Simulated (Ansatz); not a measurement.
Consider the following.

FeSi:
Space group P2₁3 (No. 198); a = b = c = 4.4479 Å, α = β = γ = 90.00°

```json
[
 {"atom": "Fe", "site": "4a", "symmetry": ".3.", "x": "0.1360", "y": "0.1360", "z": "0.1360"},
 {"atom": "Si", "site": "4a", "symmetry": ".3.", "x": "0.8407", "y": "0.8407", "z": "0.8407"}
]
```

This is the PBE-relaxed structure.

Task: All from the program Ansatz at the PBE level (PAW), unless another level is named. Give the static dielectric constant ε0 (ions relaxed, cell fixed).

Result: 92.7.

Task: What about the Bader charges?

Result: Fe -0.30, Si +0.30 e.

Task: Give the electronic dielectric constant ε∞ (DFPT).

Result: 72.3.

Space group P2_13. Symmetry was held in the PBE relaxation. The workflow began spin-polarised and lost its moments.

Potentials: the later of the program's two PAW sets.
